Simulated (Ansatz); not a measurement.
HfO$_{2}$ (fluorite)

```xyz
3
Lattice="0.0000 2.5491 2.5491 2.5491 0.0000 2.5491 2.5491 2.5491 0.0000" Properties=species:S:1:pos:R:3 pbc="T T T"
Hf     0.0000     0.0000     0.0000
O      1.2745     1.2745     1.2745
O      3.8236     3.8236     3.8236
```

E(V) scan at fixed shape, V₀ the volume above. Symmetry pins the atoms to their sites.

These are PBE (plane waves to 420 eV, PAW, scalar-relativistic; Ansatz, a first-principles code) values and carry that method's errors. k mesh 11×11×11 (Γ-centred), Fermi-Dirac smearing 0.05 eV. The energy includes the smearing's −TS. HfO2 is run without spin polarisation. HfO2 was relaxed with its symmetry unable to fall. Spin-orbit coupling is left out, though Hf is heavy. The PAW data are Ansatz's earlier set. This is a high-temperature form of HfO2. ΔE is measured from the relaxed starting cell.

### Question
Predict the ΔE (eV/atom) at V/V₀ = 0.840, 0.904, 0.936, 0.968, 1.032, 1.064, 1.128, 1.160.

### Answer
```json
[
 {"V/V₀": "0.840", "ΔE (eV/atom)": "0.2933"},
 {"V/V₀": "0.904", "ΔE (eV/atom)": "0.0931"},
 {"V/V₀": "0.936", "ΔE (eV/atom)": "0.0390"},
 {"V/V₀": "0.968", "ΔE (eV/atom)": "0.0092"},
 {"V/V₀": "1.032", "ΔE (eV/atom)": "0.0082"},
 {"V/V₀": "1.064", "ΔE (eV/atom)": "0.0312"},
 {"V/V₀": "1.128", "ΔE (eV/atom)": "0.1125"},
 {"V/V₀": "1.160", "ΔE (eV/atom)": "0.1674"}
]
```

(A scan under strain: stresses follow from slopes of the energy per volume, elastic moduli from its curvatures.)
